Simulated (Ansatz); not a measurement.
Os:
```
Os
1.0
    2.73322     0.00000     0.00000
   -1.36661     2.36704     0.00000
    0.00000     0.00000     4.31153
Os
2
Direct
  0.33333   0.66667   0.75000
  0.66667   0.33333   0.25000
```

Relaxed with r²SCAN+D4. Special points in fractions of this cell's reciprocal vectors: Γ (0.000, 0.000, 0.000); M (0.500, 0.000, 0.000); K (0.333, 0.333, 0.000); A (0.000, 0.000, 0.500); L (0.500, 0.000, 0.500); H (0.333, 0.333, 0.500).

List the band energies nearest the Fermi level at these points for r²SCAN+D4 (plane waves, PAW; program Ansatz).

In eV from the Fermi level; about four levels below and three above (degenerate sets whole), none deeper than 8.9 eV; … stands for higher levels left out; points with the same levels are listed once.

```csv
k,below,above
Γ,-2.38 -2.38 -1.73 -1.73 -0.06,…
M,-3.80 -3.13 -2.77 -2.01,2.06 2.66 2.79
K,-4.92 -3.68 -3.68 -1.47,1.52 1.52 2.12
A,-3.47 -3.47 -3.47 -3.47,…
L,-1.35 -1.35 -0.27 -0.27,2.42 2.42 …
H,-3.69 -3.69 -1.51 -1.51,1.65 1.65 …
```

Space group P6_3/mmc (hcp (Mg type)). Symmetry was held in the r²SCAN+D4 relaxation. No spin polarisation was allowed. The pairwise dispersion correction was not fitted to metals. Spin–orbit coupling is left out wherever it is not named.

Potentials: the later of the program's two PAW sets.
